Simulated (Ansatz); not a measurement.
**Zone-centre modes in GaP**

Computed with DFT PBE, scalar-relativistic, plane waves, PAW in Ansatz 0.2.0. The runs took a 420 eV cutoff, a Γ-centred 8×8×6 mesh and Gaussian smearing (0.05 eV). No spin polarisation.

Reference structure (as given, not relaxed at this level):

```
Ga P
1.0
     0.00000   -2.72525   -2.72525
     0.00000    2.72525   -2.72525
     5.45050    0.00000    0.00000
Ga P
2 2
Cartesian
  2.7252 0.0000 -2.7252
  0.0000 0.0000 0.0000
  1.3626 1.3626 -1.3626
  4.0879 -1.3626 -1.3626
```

Harmonic modes by finite displacements of 0.02 Å, without the LO–TO term. The cell doubles the primitive one, so its zone centre also holds the primitive cell's point q = (0, 1/2, 1/2).

(1) At this geometry, is the structure stable against these modes?

(2) List the wavenumbers in cm⁻¹.

Results:

(1) Yes: no mode is imaginary beyond 10 cm⁻¹, and only the three translations lie near zero.

(2) 0, 0, 0, 99, 99, 248, 357, 357, 358, 358, 358, 362.

Cost: 1 run of about 0.43 core-minutes, on AMD EPYC 9R45 (Zen 5) (shared hosts).